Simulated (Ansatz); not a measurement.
# MnO2 at several levels of theory

One geometry, relaxed with PBE, and single points on it; plane waves with PAW potentials in Ansatz, scalar-relativistic unless the row names spin-orbit coupling. Collinear spin, ending at 6.0 μB a primitive cell. +U rows take U_eff Mn 3.90 eV on the d shells. Meshes are on the primitive cell of 6 atoms. Gaps are the least over mesh and band path; pressure is positive in compression. Smearing is Gaussian, 0.10 eV.

```cif
data_structure
_symmetry_space_group_name_H-M 'P4_2/mnm'
_symmetry_Int_Tables_number 136
_cell_length_a 4.4497
_cell_length_b 4.4497
_cell_length_c 2.8771
_cell_angle_alpha 90.000
_cell_angle_beta 90.000
_cell_angle_gamma 90.000
_cell_volume 56.96
loop_
_atom_site_label
_atom_site_type_symbol
_atom_site_symmetry_multiplicity
_atom_site_Wyckoff_symbol
_atom_site_fract_x
_atom_site_fract_y
_atom_site_fract_z
_atom_site_occupancy
Mn1 Mn 2 a 0.00000 0.00000 0.00000 1
O1 O 4 f 0.30545 0.30545 0.00000 1
```

| level | cutoff (eV) | k mesh | gap (eV) | pressure (GPa) | largest moment (μB) | rough cost with bands (core-min) |
| --- | --- | --- | --- | --- | --- | --- |
| PBE | 420 | 8×8×12 | 0 | 0.0 | 2.39 | 1.7 |
| r2SCAN | 500 | 8×8×12 | 0.11 | -6.7 | 2.51 | 4 |
| PBE+U | 420 | 8×8×12 | 0 | 5.2 | 2.68 | 2.3 |
| PBEsol | 420 | 8×8×12 | 0 | -8.6 | 2.39 | 2 |

The state reached may not be the lowest one. The run saw a state lower than the one given here. Moments started parallel, and an antiferromagnetic order may lie lower.